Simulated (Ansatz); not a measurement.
**Ga2O3 (corundum), energy against volume**

Ga2O3 (corundum)

```xyz
10
Lattice="2.5290 1.4601 4.5414 -2.5290 1.4601 4.5414 0.0000 -2.9202 4.5414" Properties=species:S:1:pos:R:3 pbc="T T T"
Ga     0.0000     0.0000     4.8480
Ga     0.0000     0.0000     1.9641
Ga     0.0000     0.0000     8.7762
Ga     0.0000     0.0000    11.6601
O     -0.9959     1.4601     7.9474
O     -0.7665    -1.5925     7.9474
O      1.7624     0.1324     7.9474
O      0.9959    -1.4601     5.6767
O      0.7665     1.5925     5.6767
O     -1.7624    -0.1324     5.6767
```

This relaxed cell (volume V₀) is scaled evenly in all directions, its shape held. The atoms relax within the cell's symmetry.

These are PBE (plane waves to 420 eV, PAW, scalar-relativistic; Ansatz, a program for electronic structure) values and carry that method's errors. k mesh 8×8×8 (Γ-centred), Fermi-Dirac smearing 0.05 eV. E stands for the smeared free energy. Compression counts positive. With the shape held, the modulus is that of even scaling; a crystal free to change shape is softer. Ga2O3 was relaxed with its symmetry unable to fall. The PAW data are Ansatz's earlier set. ΔE is measured from the relaxed starting cell.

| V (Å³/cell) | ΔE (eV/atom) | P (GPa) |
|---|---|---|
| 90.55 | 0.0764 | 26.8 |
| 92.57 | 0.0470 | 20.2 |
| 94.58 | 0.0254 | 14.3 |
| 96.59 | 0.0109 | 9.0 |
| 98.60 | 0.0026 | 4.2 |
| 100.62 | 0.0000 | 0.0 |
| 102.63 | 0.0024 | -3.8 |
| 104.64 | 0.0093 | -7.2 |
| 106.65 | 0.0203 | -10.2 |
| 108.67 | 0.0349 | -12.9 |
| 110.68 | 0.0527 | -15.3 |

What the scan shows:

The pressure at the smallest volume comes out as 26.8 GPa and the energy cost of the largest compression is 76.4 meV/atom. The energy cost of the largest expansion comes out as 52.7 meV/atom, the bulk modulus at fixed cell shape B₀ (third-order Birch-Murnaghan fit) is 200 GPa and the pressure derivative B₀′ (fit) is 4.5. The equilibrium volume of the fit is 10.06 Å³/atom. The pressure for 5 % compression (fit) is 11.5 GPa.

(A scan under strain: stresses follow from slopes of the energy per volume, elastic moduli from its curvatures.)
